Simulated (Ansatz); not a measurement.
Pt:
```
Pt
1.0
    0.00000     2.88739     2.88739
    2.88739     0.00000     2.88739
    2.88739     2.88739     0.00000
Pt
2
Direct
  0.00000   0.00000   0.00000
  0.25000   0.25000   0.25000
```

Relaxed with PBE. Special points in fractions of this cell's reciprocal vectors: Γ (0.000, 0.000, 0.000); X (0.500, 0.000, 0.500); U (0.625, 0.250, 0.625); K (0.375, 0.375, 0.750); L (0.500, 0.500, 0.500); W (0.500, 0.250, 0.750).

List the band energies nearest the Fermi level at these points for PBE with spin–orbit coupling (plane waves, PAW; program Ansatz).

In eV from the Fermi level; about four levels below and three above (degenerate sets whole), none deeper than 8.9 eV; points with the same levels are listed once.

```json
[
 {"k": "Γ", "below": "-0.10 -0.10 -0.10 -0.10", "above": "9.72 9.72 10.34 10.34"},
 {"k": "X", "below": "-0.20 -0.20 -0.20 -0.20", "above": "1.26 1.26 1.26 1.26"},
 {"k": "U", "below": "-2.43 -2.43 -0.17 -0.17", "above": "0.22 0.22 0.74 0.74"},
 {"k": "L", "below": "-0.49 -0.49 -0.34 -0.34", "above": "0.73 0.73 7.04 7.04"},
 {"k": "W", "below": "-2.70 -2.70 -0.03 -0.03", "above": "0.28 0.28 1.06 1.06 1.06 1.06"}
]
```

Space group Fd-3m (diamond). The start of the workflow was typed in or built on a structure type; neither database checked (COD, Materials Project) lists it. It is not the phase usual at ambient conditions (space group No. 225). The PBE relaxation kept the symmetry of its start; whether a distortion lowers the energy is not shown. No spin polarisation was allowed.

Potentials: the earlier of the program's two PAW sets.
